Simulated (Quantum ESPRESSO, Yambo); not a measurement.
## G0W0 results for CuCl at +2 % isotropic strain

```cif
data_Cl4Cu4
_chemical_formula_sum 'Cl4 Cu4'
_space_group_name_H-M_alt 'F-43m'
_space_group_IT_number 216
_space_group_name_Hall 'F -4 2 3'
_cell_length_a 5.39473
_cell_length_b 5.39473
_cell_length_c 5.39473
_cell_angle_alpha 90.000
_cell_angle_beta 90.000
_cell_angle_gamma 90.000
loop_
_atom_site_label
_atom_site_type_symbol
_atom_site_symmetry_multiplicity
_atom_site_Wyckoff_symbol
_atom_site_fract_x
_atom_site_fract_y
_atom_site_fract_z
_atom_site_occupancy
Cl1 Cl 4 a 0.00000 0.00000 0.00000 1
Cu1 Cu 4 d 0.75000 0.75000 0.75000 1
```
(The calculation used a cell of 2 atoms; values per cell refer to that cell.)

The PBEsol cell relaxed from Materials Project entry mp-22914 was given an isotropic strain of +2 % on all lattice vectors, and the atoms were relaxed again.

Starting point: PBEsol (Quantum ESPRESSO, PseudoDojo norm-conserving, 92 Ry, no spin-orbit coupling). G0W0 in Yambo: 4×4×4 Γ-centred k mesh, bands 5 to 92 and a 10 Ry block in the screening, 92 bands in G with the Bruneval-Gonze terminator, plasmon pole fitted at 27.2 eV.

```json
{
 "PBEsol gap along the band path": "0.43 eV",
 "PBEsol gap between the mesh's edge points (Γ → Γ)": "0.43 eV",
 "G0W0 gap between the same points": "1.53 eV"
}
```

```csv
k point,band,E PBEsol (eV),E QP (eV),shift (eV),Z
Γ,VB,0.00,-0.83,-0.83,0.74
Γ,CB,0.43,0.69,0.26,0.81
L,VB,-0.58,-1.46,-0.87,0.73
L,CB,2.80,3.24,0.44,0.81
L,VB,-0.58,-1.46,-0.87,0.73
L,CB,2.80,3.24,0.44,0.81
```

Energies count from the PBEsol valence-band maximum.

Convergence of the G0W0 settings was not tested.

The filled Cu 3d shell has no Hubbard U; semilocal functionals place it too high.
